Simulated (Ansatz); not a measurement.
Stationary points along a deformation path in Y

Method: Ansatz, DFT PBE, scalar-relativistic, plane waves, PAW. Settings: plane waves to 420 eV, k-mesh 18×18×10 (Γ-centred), Gaussian smearing 0.15 eV. No spin polarisation. Energies are free energies at this smearing, counted from the undisturbed cell; pressure is positive in compression.

The undisturbed cell (as given, not relaxed at this level; it stands at -0.4 GPa):

```
Y
1.0
     3.65150    0.00000    0.00000
    -1.82575    3.16229    0.00000
     0.00000    0.00000    5.74740
Y
2
Direct
  0.33333 0.66667 0.25000
  0.66667 0.33333 0.75000
```

At fixed volume and fractional coordinates, lengths along (0.000, 0.000, 1.000) are scaled against those across it; ρ is that ratio over its starting value. V = 33.183 Å³/atom. Δσ is the stress along the axis less the mean stress across it (compression positive).

```
    ρ  ΔE (meV/atom)  Δσ (GPa) space group
0.800          166.4     10.41     P6_3/mmc
0.850           88.0      8.18     P6_3/mmc
0.920           19.8      4.13     P6_3/mmc
0.960            2.7      1.67     P6_3/mmc
1.000            0.0     -0.68     P6_3/mmc
1.050           13.3     -3.21     P6_3/mmc
1.100           40.7     -5.26     P6_3/mmc
1.200          125.8     -9.11     P6_3/mmc
1.300          250.8    -13.55     P6_3/mmc
```

Q: How does the stress give the slope of the energy, and where is the energy stationary?

A: Along the path d ln(length) is 2/3 d ln ρ on the axis and −1/3 d ln ρ across it, so dE/d ln ρ = −(2/3) V Δσ: the energy falls with ρ where Δσ is positive. Δσ vanishes or changes sign between ρ = 0.960 and 1.000, a minimum (near 0.99 by linear interpolation). Pairs of stationary points between two samples would go unseen, and could change a minimum read from distant neighbours into a maximum.

Q: Integrate that slope from ρ = 1 to 0.850 by the trapezoid rule.

A: With V/N in Å³ and 1 eV/Å³ = 160.2 GPa the slopes at ρ = 1.000, 0.960, 0.920, 0.850 are 94, -230, -571, -1130 meV/atom per unit of ln ρ. The steps add 2.8 + 17.0 + 67.3 = 87.1 meV/atom, against 88.0 from the energies; the trapezoid rule misses the curvature of the slope within each step.

In a metal these slopes depend on the k mesh and the smearing.

Cost: 9 runs of about 0.74 core-minutes in all, on Oxide Virtual Turin-like Processor (Zen 5) (shared hosts).